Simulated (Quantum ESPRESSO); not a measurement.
Si3O4FN, input and log of a self-consistent run

Simulated, not a measurement. The program is pw.x of Quantum ESPRESSO 7.5 (plane-wave density functional theory). The cell is made up: 9 atoms on a quartz lattice, with randomly drawn elements, strain and displacements, not relaxed. PseudoDojo standard norm-conserving files (v0.5 for PBE, v0.4.1 for LDA and PBEsol) set the functional; there is no spin polarisation, spin-orbit coupling or dispersion term, and the masses in the input are unused placeholders.

Input:

```
&control calculation='scf', pseudo_dir='./dojo.nc.sr.pbe.v0_5.standard.upf', outdir='./o', disk_io='medium', tprnfor=.true., tstress=.true. /
&system ibrav=0, nat=9, ntyp=4, nbnd=30, ecutwfc=84.00895049, nosym=.true., tot_charge=0,
 occupations='smearing', smearing='fd', degauss=0.0018374661
/
&electrons conv_thr=7.350e-09, electron_maxstep=60, /
ATOMIC_SPECIES
F 1.0 F.upf
N 1.0 N.upf
O 1.0 O.upf
Si 1.0 Si.upf
CELL_PARAMETERS angstrom
5.1385 0.0 0.0
-2.5692 4.45 0.0
0.0 0.0 5.64
ATOMIC_POSITIONS angstrom
Si 2.3903 0.0173 3.7575
Si -1.1803 2.0575 1.9058
Si 1.3814 2.3506 0.0115
O 1.3951 1.2108 4.4511
O 3.3788 0.6497 2.5337
O 2.93 2.5795 0.6248
F 0.2646 1.8361 1.2353
O -1.0847 3.2796 3.0938
N 0.7861 3.7919 4.9571
K_POINTS automatic
5 5 4 1 1 1
```

The log is shortened where brackets say so; the opening notice, blank lines, dates and the lines on written files are dropped, and the path of the files is cut. It prints rydbergs, bohrs and kilobars, and counts compression as positive stress. With no partly filled state, the Fermi energy that it prints is only some level between the filled and the empty states on the mesh, and need not lie in the true gap.

```
     Program PWSCF v.7.5
     Parallel version (MPI & OpenMP), running on       1 processor cores
     Number of MPI processes:                 1
     Threads/MPI process:                     1
     [start-up lines left out]
     bravais-lattice index     =            0
     lattice parameter (alat)  =       9.7104  a.u.
     unit-cell volume          =     870.3062 (a.u.)^3
     number of atoms/cell      =            9
     number of atomic types    =            4
     number of electrons       =        48.00
     number of Kohn-Sham states=           30
     kinetic-energy cutoff     =      84.0090  Ry
     charge density cutoff     =     336.0358  Ry
     scf convergence threshold =      7.3E-09
     mixing beta               =       0.7000
     number of iterations used =            8  plain     mixing
     Exchange-correlation= PBE
                           (   1   4   3   4   0   0   0)
     [axes and pseudopotential details left out]
   Cartesian axes
     site n.     atom                  positions (alat units)
         1        Si     tau(   1) = (   0.4651747   0.0033667   0.7312445  )
         2        Si     tau(   2) = (  -0.2296974   0.4004087   0.3708864  )
         3        Si     tau(   3) = (   0.2688333   0.4574487   0.0022380  )
         4        O      tau(   4) = (   0.2714995   0.2356330   0.8662256  )
         5        O      tau(   5) = (   0.6575460   0.1264377   0.4930816  )
         6        O      tau(   6) = (   0.5702053   0.5019947   0.1215919  )
         7        F      tau(   7) = (   0.0514936   0.3573222   0.2404009  )
         8        O      tau(   8) = (  -0.2110927   0.6382407   0.6020823  )
         9        N      tau(   9) = (   0.1529824   0.7379391   0.9646979  )
     number of k points=    50  Fermi-Dirac smearing, width (Ry)=  0.0018
                       cart. coord. in units 2pi/alat
        k(    1) = (   0.1000000   0.1732067   0.1138852), wk =   0.0400000
        k(    2) = (   0.1000000   0.1732067   0.3416556), wk =   0.0400000
     [further k points left out]
     Dense  grid:    90495 G-vectors     FFT dimensions: (  60,  60,  64)
     Estimated max dynamical RAM per process >     115.67 MB
     Initial potential from superposition of free atoms
     starting charge      47.9981, renormalised to      48.0000
     Starting wfcs are   36 randomized atomic wfcs
     total cpu time spent up to now is       17.8 secs
     per-process dynamical memory:    88.1 Mb
     Self-consistent Calculation
     iteration #  1     ecut=    84.01 Ry     beta= 0.70
     Davidson diagonalization with overlap
     ethr =  1.00E-02,  avg # of iterations =  3.0
     total cpu time spent up to now is       51.9 secs
     total energy              =    -227.13560686 Ry
     estimated scf accuracy    <       2.66386283 Ry
     iteration #  2     ecut=    84.01 Ry     beta= 0.70
     Davidson diagonalization with overlap
     ethr =  5.55E-03,  avg # of iterations =  3.0
     total cpu time spent up to now is      100.3 secs
     total energy              =    -227.53531944 Ry
     estimated scf accuracy    <       3.35896249 Ry
     iteration #  3     ecut=    84.01 Ry     beta= 0.70
     Davidson diagonalization with overlap
     ethr =  5.55E-03,  avg # of iterations =  2.9
     total cpu time spent up to now is      133.0 secs
     total energy              =    -228.26639873 Ry
     estimated scf accuracy    <       0.24046441 Ry
     iteration #  4     ecut=    84.01 Ry     beta= 0.70
     Davidson diagonalization with overlap
     ethr =  5.01E-04,  avg # of iterations =  2.2
     total cpu time spent up to now is      172.6 secs
     total energy              =    -228.28763702 Ry
     estimated scf accuracy    <       0.03735071 Ry
     iteration #  5     ecut=    84.01 Ry     beta= 0.70
     Davidson diagonalization with overlap
     ethr =  7.78E-05,  avg # of iterations =  8.2
     total cpu time spent up to now is      214.3 secs
     total energy              =    -228.29697739 Ry
     estimated scf accuracy    <       0.00478420 Ry
     [iterations 6 to 7 left out]
     iteration #  8     ecut=    84.01 Ry     beta= 0.70
     Davidson diagonalization with overlap
     ethr =  2.46E-07,  avg # of iterations =  2.0
     total cpu time spent up to now is      330.9 secs
     total energy              =    -228.29752351 Ry
     estimated scf accuracy    <       0.00003305 Ry
     iteration #  9     ecut=    84.01 Ry     beta= 0.70
     Davidson diagonalization with overlap
     ethr =  6.88E-08,  avg # of iterations =  3.0
     total cpu time spent up to now is      364.8 secs
     total energy              =    -228.29753402 Ry
     estimated scf accuracy    <       0.00001172 Ry
     iteration # 10     ecut=    84.01 Ry     beta= 0.70
     Davidson diagonalization with overlap
     ethr =  2.44E-08,  avg # of iterations =  2.0
     total cpu time spent up to now is      400.2 secs
     total energy              =    -228.29753536 Ry
     estimated scf accuracy    <       0.00000079 Ry
     iteration # 11     ecut=    84.01 Ry     beta= 0.70
     Davidson diagonalization with overlap
     ethr =  1.65E-09,  avg # of iterations =  3.8
     total cpu time spent up to now is      443.8 secs
     total energy              =    -228.29753551 Ry
     estimated scf accuracy    <       0.00000006 Ry
     iteration # 12     ecut=    84.01 Ry     beta= 0.70
     Davidson diagonalization with overlap
     ethr =  1.20E-10,  avg # of iterations =  2.1
     total cpu time spent up to now is      483.4 secs
     End of self-consistent calculation
          k = 0.1000 0.1732 0.1139 ( 11304 PWs)   bands (ev):
   -25.4581 -16.7703 -16.0309 -15.7367 -15.3108 -10.0299  -8.8782  -6.3675
    -5.9828  -5.7644  -4.6401  -3.5286  -3.2562  -1.4319  -1.1375  -0.7275
    -0.4003  -0.0892   0.2467   0.5613   0.9020   1.1417   3.6504   4.0077
     6.2100   9.1618   9.7842  10.1011  10.5229  10.7599
     [levels at the other k points left out]
     the Fermi energy is     4.9958 ev
!    total energy              =    -228.29753552 Ry
     estimated scf accuracy    <          3.4E-09 Ry
     smearing contrib. (-TS)   =      -0.00000000 Ry
     internal energy E=F+TS    =    -228.29753552 Ry
     The total energy is F=E-TS. E is the sum of the following terms:
     one-electron contribution =    -117.11511400 Ry
     hartree contribution      =      82.38432143 Ry
     xc contribution           =     -60.41193324 Ry
     ewald contribution        =    -133.15480973 Ry
     convergence has been achieved in  12 iterations
     Forces acting on atoms (cartesian axes, Ry/au):
     atom    1 type  4   force =     0.06460184   -0.01352957    0.11993013
     atom    2 type  4   force =    -0.21646376    0.07507378    0.07746106
     atom    3 type  4   force =     0.06442389    0.15635802   -0.21481378
     atom    4 type  3   force =     0.01814476   -0.03826095   -0.00298555
     atom    5 type  3   force =     0.00929060    0.05525561   -0.01624632
     atom    6 type  3   force =     0.01157053   -0.04872725    0.08223794
     atom    7 type  1   force =     0.05422432   -0.04953142    0.01654635
     atom    8 type  3   force =    -0.02257984   -0.07854426   -0.11971489
     atom    9 type  2   force =     0.01678765   -0.05809396    0.05758506
     Total force =     0.447329     Total SCF correction =     0.000047
     Computing stress (Cartesian axis) and pressure
          total   stress  (Ry/bohr**3)                   (kbar)     P=      -87.62
  -0.00024138   0.00012315  -0.00030108          -35.51       18.12      -44.29
   0.00012315  -0.00082382  -0.00000669           18.12     -121.19       -0.98
  -0.00030108  -0.00000669  -0.00072169          -44.29       -0.98     -106.16
     init_run     :     15.20s CPU     17.63s WALL (       1 calls)
     electrons    :    441.93s CPU    465.67s WALL (       1 calls)
     forces       :      8.15s CPU      8.30s WALL (       1 calls)
     stress       :     31.97s CPU     32.16s WALL (       1 calls)
     [timing details left out]
     PWSCF        :   8m17.63s CPU   8m45.03s WALL
     JOB DONE.
```

In other units: free energy -3106.146 eV for the cell, pressure -8.76 GPa, largest force component 5.566 eV/Å. A rerun of this cell at a cutoff of 1437 eV and k mesh 7 x 7 x 6 moved values by no more than 0.002 eV in energy, 0.02 GPa in stress and 0.002 eV/Å in force.